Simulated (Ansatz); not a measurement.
**Band table of InAg$_{3}$**

```
In Ag
1.0
     4.06112    0.00000    0.00000
     0.00000    4.06112    0.00000
     0.00000    0.00000    4.14400
In Ag
1 3
Direct
  0.00000 0.00000 0.00000
  0.00000 0.50000 0.50000
  0.50000 0.00000 0.50000
  0.50000 0.50000 0.00000
```

Atoms are numbered in the order listed.

The cell is COD entry 1510013, as deposited and not checked against the literature; nothing was relaxed. The listed cell was then made from it by scaling, straining or moving an atom.

No spin–orbit coupling, which matters for the heavy atoms here.

Level of theory: DFT, PBEsol, all-electron LAPW, scalar-relativistic (Ansatz 0.2.0).

Settings: a Γ-centred 9×9×9 k mesh, Fermi–Dirac smearing of 0.05 eV, basis error target 0.5 meV/atom, no spin polarisation.

Path points, in fractions of the reciprocal vectors: Γ (0.000, 0.000, 0.000), X (0.000, 0.500, 0.000), M (0.500, 0.500, 0.000), Z (0.000, 0.000, 0.500), R (0.000, 0.500, 0.500), A (0.500, 0.500, 0.500). Levels in eV from the Fermi level; bands 17 to 45, counted from the lowest band of the run. The gap is zero.

```
# k(1/Å) point b17 b18 b19 b20 b21 b22 b23 b24 b25 b26 b27 b28 b29 b30 b31 b32 b33 b34 b35 b36 b37 b38 b39 b40 b41 b42 b43 b44 b45
0.000 Γ -14.89 -14.88 -14.85 -14.84 -14.84 -9.87 -7.10 -6.39 -6.37 -6.37 -6.16 -6.13 -4.73 -4.67 -4.67 -4.07 -3.98 -3.66 -3.38 -3.38 -3.28 -0.64 -0.33 -0.33 3.27 4.80 5.10 8.11 8.25
0.155 - -14.88 -14.88 -14.85 -14.84 -14.84 -9.77 -7.04 -6.36 -6.36 -6.34 -6.16 -6.09 -4.79 -4.72 -4.69 -4.09 -4.01 -3.70 -3.53 -3.44 -3.38 -0.98 -0.36 -0.05 3.48 4.90 5.61 7.99 8.00
0.309 - -14.87 -14.85 -14.84 -14.83 -14.83 -9.47 -6.89 -6.32 -6.27 -6.26 -6.23 -5.94 -4.92 -4.86 -4.74 -4.22 -4.05 -3.87 -3.83 -3.78 -3.38 -2.22 0.35 0.65 3.60 4.99 6.94 7.29 7.61
0.464 - -14.86 -14.83 -14.83 -14.82 -14.82 -8.99 -6.67 -6.39 -6.27 -6.15 -6.13 -5.71 -5.07 -5.01 -4.82 -4.45 -4.22 -4.17 -4.12 -3.98 -3.38 -3.38 1.30 1.60 3.57 5.14 6.20 6.52 6.73
0.619 - -14.86 -14.83 -14.83 -14.82 -14.79 -8.39 -6.80 -6.39 -6.23 -6.04 -6.01 -5.46 -5.14 -5.12 -4.88 -4.67 -4.50 -4.50 -4.32 -4.18 -4.01 -3.38 2.37 2.66 3.51 5.01 5.33 5.39 6.26
0.774 X -14.85 -14.83 -14.82 -14.81 -14.78 -7.97 -7.15 -6.29 -6.21 -5.99 -5.96 -5.33 -5.15 -5.14 -4.91 -4.76 -4.65 -4.62 -4.47 -4.44 -4.02 -3.38 3.18 3.47 3.48 4.15 4.48 5.74 5.80
0.928 - -14.85 -14.83 -14.83 -14.81 -14.78 -7.92 -7.06 -6.25 -6.18 -6.00 -5.97 -5.36 -5.29 -5.15 -4.95 -4.78 -4.62 -4.58 -4.42 -4.27 -4.03 -3.46 2.18 3.31 3.32 4.13 4.32 5.93 6.62
1.083 - -14.84 -14.83 -14.82 -14.81 -14.77 -7.79 -6.83 -6.11 -6.10 -6.05 -6.02 -5.48 -5.46 -5.14 -5.03 -4.84 -4.56 -4.52 -4.37 -3.96 -3.93 -3.68 0.80 1.69 3.72 4.46 4.81 6.13 8.36
1.238 - -14.86 -14.82 -14.82 -14.81 -14.75 -7.60 -6.51 -6.11 -6.10 -5.97 -5.96 -5.58 -5.54 -5.14 -5.08 -4.82 -4.62 -4.48 -4.47 -3.97 -3.64 -3.58 -0.40 0.21 4.34 4.83 5.54 6.45 8.70
1.392 - -14.88 -14.82 -14.81 -14.81 -14.73 -7.41 -6.28 -6.19 -6.16 -5.85 -5.82 -5.67 -5.41 -5.13 -5.11 -4.77 -4.76 -4.64 -4.45 -4.21 -3.33 -3.07 -1.30 -1.02 5.11 5.27 6.39 6.92 7.62
1.547 M -14.89 -14.81 -14.81 -14.81 -14.73 -7.33 -6.23 -6.23 -6.18 -5.79 -5.71 -5.71 -5.30 -5.12 -5.12 -4.85 -4.74 -4.74 -4.44 -4.32 -3.15 -2.66 -1.68 -1.68 5.52 5.64 6.96 6.96 7.35
1.766 - -14.87 -14.82 -14.81 -14.81 -14.74 -7.54 -6.34 -6.17 -6.09 -5.84 -5.83 -5.72 -5.50 -5.33 -4.91 -4.74 -4.67 -4.60 -4.46 -4.14 -3.69 -2.75 -1.61 -0.22 4.52 5.06 7.03 7.14 7.22
1.985 - -14.86 -14.82 -14.82 -14.82 -14.78 -8.26 -6.44 -6.26 -6.07 -6.04 -5.82 -5.71 -5.64 -5.28 -4.77 -4.53 -4.52 -4.49 -4.26 -4.16 -3.85 -2.31 -1.40 2.10 2.77 4.51 7.30 7.48 7.52
2.204 - -14.86 -14.84 -14.83 -14.83 -14.83 -9.09 -6.70 -6.34 -6.19 -6.12 -6.05 -5.95 -5.23 -4.96 -4.59 -4.45 -4.28 -4.16 -4.04 -3.92 -3.60 -1.66 -1.04 1.16 3.94 4.98 7.13 7.24 7.66
2.422 - -14.88 -14.87 -14.85 -14.84 -14.83 -9.67 -6.99 -6.37 -6.33 -6.29 -6.13 -6.09 -4.83 -4.83 -4.65 -4.10 -4.06 -3.77 -3.61 -3.58 -3.43 -0.84 -0.58 -0.10 3.72 5.36 5.78 7.35 7.98
2.641 Γ -14.89 -14.88 -14.85 -14.84 -14.84 -9.87 -7.10 -6.39 -6.37 -6.37 -6.16 -6.13 -4.73 -4.67 -4.67 -4.07 -3.98 -3.66 -3.38 -3.38 -3.28 -0.64 -0.33 -0.33 3.27 4.80 5.10 8.11 8.25
2.793 - -14.89 -14.87 -14.85 -14.84 -14.84 -9.77 -7.05 -6.38 -6.34 -6.34 -6.18 -6.08 -4.75 -4.72 -4.72 -4.13 -3.98 -3.70 -3.52 -3.52 -3.28 -1.27 -0.06 -0.06 3.62 5.12 5.22 7.92 8.06
2.944 - -14.88 -14.85 -14.85 -14.83 -14.83 -9.49 -6.90 -6.35 -6.26 -6.25 -6.25 -5.93 -4.85 -4.85 -4.80 -4.30 -4.00 -3.83 -3.83 -3.82 -3.28 -2.45 0.60 0.60 3.82 5.20 6.54 7.35 7.35
3.096 - -14.87 -14.85 -14.82 -14.82 -14.82 -9.03 -6.70 -6.43 -6.31 -6.12 -6.12 -5.72 -5.00 -5.00 -4.86 -4.54 -4.18 -4.18 -4.11 -3.92 -3.55 -3.28 1.51 1.51 3.78 5.34 6.29 6.29 6.85
3.248 - -14.86 -14.85 -14.81 -14.81 -14.80 -8.47 -6.85 -6.42 -6.27 -5.99 -5.99 -5.49 -5.11 -5.11 -4.92 -4.77 -4.46 -4.46 -4.32 -4.29 -3.94 -3.28 2.53 2.53 3.71 5.15 5.15 5.58 6.53
3.399 Z -14.86 -14.84 -14.81 -14.81 -14.79 -8.08 -7.16 -6.33 -6.26 -5.93 -5.93 -5.37 -5.15 -5.15 -4.94 -4.87 -4.57 -4.57 -4.55 -4.44 -3.94 -3.28 3.27 3.27 3.67 4.36 4.36 5.85 6.10
3.554 - -14.85 -14.84 -14.82 -14.81 -14.79 -8.02 -7.08 -6.28 -6.22 -5.95 -5.95 -5.39 -5.32 -5.14 -4.97 -4.77 -4.69 -4.55 -4.43 -4.28 -3.96 -3.38 2.04 3.21 3.41 4.40 4.54 6.34 6.60
3.709 - -14.84 -14.84 -14.83 -14.81 -14.78 -7.87 -6.85 -6.14 -6.12 -6.01 -6.00 -5.52 -5.48 -5.14 -5.02 -4.88 -4.57 -4.52 -4.38 -3.97 -3.93 -3.63 0.64 1.59 3.83 4.81 5.04 6.54 8.27
3.863 - -14.85 -14.83 -14.83 -14.81 -14.76 -7.65 -6.54 -6.10 -6.07 -5.97 -5.96 -5.59 -5.58 -5.13 -5.05 -4.88 -4.61 -4.51 -4.47 -3.95 -3.67 -3.63 -0.55 0.11 4.48 5.18 5.78 6.85 8.94
4.018 - -14.86 -14.82 -14.82 -14.81 -14.74 -7.43 -6.31 -6.20 -6.13 -5.82 -5.81 -5.69 -5.42 -5.11 -5.07 -4.83 -4.75 -4.64 -4.51 -4.24 -3.39 -3.16 -1.43 -1.11 5.27 5.59 6.65 7.30 7.84
4.173 R -14.87 -14.82 -14.82 -14.81 -14.73 -7.33 -6.26 -6.25 -6.15 -5.76 -5.73 -5.69 -5.30 -5.09 -5.07 -4.83 -4.81 -4.76 -4.51 -4.37 -3.24 -2.76 -1.79 -1.78 5.81 5.82 7.16 7.23 7.69
4.328 - -14.87 -14.83 -14.82 -14.81 -14.73 -7.48 -6.26 -6.25 -5.93 -5.88 -5.70 -5.65 -5.17 -5.15 -5.13 -4.96 -4.67 -4.63 -4.50 -4.23 -3.22 -2.65 -1.82 -1.80 4.10 5.69 5.74 6.69 7.67
4.482 - -14.87 -14.85 -14.83 -14.79 -14.74 -7.75 -6.28 -6.28 -6.08 -5.59 -5.58 -5.45 -5.18 -5.13 -5.12 -4.95 -4.49 -4.42 -4.38 -3.98 -3.16 -2.33 -1.92 -1.90 2.55 4.20 4.26 5.06 9.60
4.637 - -14.87 -14.87 -14.85 -14.77 -14.74 -7.98 -6.34 -6.33 -6.25 -5.54 -5.49 -5.36 -4.95 -4.92 -4.91 -4.75 -4.48 -4.15 -4.09 -3.76 -3.03 -2.12 -2.08 -1.85 1.21 3.02 3.09 3.63 11.50
4.792 - -14.89 -14.88 -14.87 -14.75 -14.74 -8.13 -6.41 -6.38 -6.36 -5.52 -5.48 -5.46 -4.66 -4.66 -4.61 -4.57 -4.46 -3.83 -3.77 -3.62 -2.79 -2.42 -2.37 -1.33 0.18 2.26 2.34 2.54 13.05
4.946 A -14.89 -14.88 -14.88 -14.75 -14.74 -8.18 -6.43 -6.40 -6.40 -5.52 -5.52 -5.44 -4.57 -4.57 -4.56 -4.49 -4.40 -3.61 -3.57 -3.57 -2.63 -2.63 -2.57 -1.07 -0.25 2.00 2.08 2.08 13.17
5.165 - -14.88 -14.87 -14.87 -14.75 -14.75 -8.08 -6.43 -6.39 -6.26 -5.55 -5.46 -5.41 -4.87 -4.81 -4.62 -4.52 -4.52 -4.00 -3.90 -3.59 -3.13 -2.53 -1.95 -1.13 0.34 2.13 2.60 3.26 12.88
5.384 - -14.86 -14.85 -14.85 -14.78 -14.76 -7.86 -6.51 -6.32 -5.92 -5.72 -5.49 -5.34 -5.33 -5.10 -5.09 -4.82 -4.59 -4.38 -4.14 -3.63 -3.60 -3.27 -0.72 -0.04 0.85 2.31 4.52 5.56 10.75
5.603 - -14.84 -14.83 -14.83 -14.82 -14.77 -7.80 -6.69 -6.31 -6.09 -5.65 -5.57 -5.56 -5.45 -5.44 -5.38 -4.68 -4.65 -4.33 -4.18 -3.95 -3.89 -3.65 0.74 1.28 1.51 2.73 7.15 7.99 8.26
5.822 - -14.85 -14.84 -14.82 -14.82 -14.78 -7.98 -7.00 -6.27 -6.14 -6.08 -5.84 -5.41 -5.33 -5.27 -5.08 -4.76 -4.52 -4.50 -4.44 -4.20 -3.99 -3.45 2.08 2.28 3.19 3.53 5.48 6.98 7.54
6.040 Z -14.86 -14.84 -14.81 -14.81 -14.79 -8.08 -7.16 -6.33 -6.26 -5.93 -5.93 -5.37 -5.15 -5.15 -4.94 -4.87 -4.57 -4.57 -4.55 -4.44 -3.94 -3.28 3.27 3.27 3.67 4.36 4.36 5.85 6.10
6.257 - -14.86 -14.84 -14.82 -14.81 -14.80 -8.39 -6.79 -6.38 -6.25 -6.00 -5.98 -5.52 -5.20 -5.17 -4.85 -4.71 -4.68 -4.46 -4.33 -4.02 -3.91 -3.38 1.52 2.70 3.66 4.52 5.31 6.15 6.78
6.474 - -14.85 -14.84 -14.83 -14.82 -14.80 -8.69 -6.55 -6.28 -6.25 -6.09 -5.93 -5.80 -5.40 -4.98 -4.81 -4.64 -4.51 -4.26 -4.17 -4.05 -3.61 -2.73 -0.62 2.23 3.21 4.77 6.90 7.06 7.91
6.690 - -14.85 -14.83 -14.83 -14.82 -14.80 -8.67 -6.54 -6.27 -6.23 -6.11 -5.92 -5.80 -5.42 -4.98 -4.80 -4.63 -4.48 -4.26 -4.16 -4.08 -3.66 -2.65 -0.75 2.27 3.15 4.76 6.89 7.08 7.76
6.907 - -14.85 -14.83 -14.83 -14.82 -14.79 -8.32 -6.75 -6.35 -6.22 -6.04 -5.99 -5.50 -5.22 -5.15 -4.83 -4.70 -4.61 -4.51 -4.33 -4.06 -3.91 -3.46 1.36 2.82 3.50 4.46 5.48 5.93 6.79
7.124 X -14.85 -14.83 -14.82 -14.81 -14.78 -7.97 -7.15 -6.29 -6.21 -5.99 -5.96 -5.33 -5.15 -5.14 -4.91 -4.76 -4.65 -4.62 -4.47 -4.44 -4.02 -3.38 3.18 3.47 3.48 4.15 4.48 5.74 5.80
```
